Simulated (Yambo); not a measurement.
Yambo run on MgS (zinc blende, space group F-43m, No. 216). The wavefunctions are PBEsol (Quantum ESPRESSO, PseudoDojo norm-conserving, 84 Ry, without SOC) ones on a 4×4×4 mesh (8 occupied bands); a = 3.997 Å, b = 3.997 Å, c = 3.997 Å, α = 60.00°, β = 60.00°, γ = 60.00°.

Yambo input:

```
gw0
dyson
el_el_corr
HF_and_locXC
ppa
em1d
EXXRLvcs= 84 Ry
VXCRLvcs= 336 Ry
Chimod= "HARTREE"
% BndsRnXp
 5 | 100 |
%
NGsBlkXp= 10 Ry
% LongDrXp
 1.0 | 1.0 | 1.0 |
%
PPAPntXp= 27.2114 eV
% GbndRnge
 1 | 100 |
%
GTermKind= "BG"
DysSolver= "n"
ExtendOut
% QPkrange
 1 | 1 | 8 | 9 |
%
```

k points by index: 1 = Γ.

Resulting energies as the program prints them:

```
#    K-point    Band    Eo [eV]    E [eV]    E-Eo [eV]    Vxc [eV]    Vnlxc [eV]    Sc|Eo [eV]    Sc|E [eV]    dSc/dw|Eo [eV]    Re(Z)    Im(Z)
#
    1    8    0.000000    -1.144078    -1.144078    -12.86282    -15.84376    1.526415    1.836856    -7.382889    0.786583    -0.001564
    1    9    3.311711    3.975464    0.663753    -9.089546    -4.972345    -3.312817    -3.453448    -5.764213    0.825195    -0.001371
```
(The two width columns are left out.) Convergence of these settings isn't established.

Geometry relaxed with PBEsol.

This is not the ordinary phase of the substance; no match was found in the copy of COD used, and its stability was not checked.
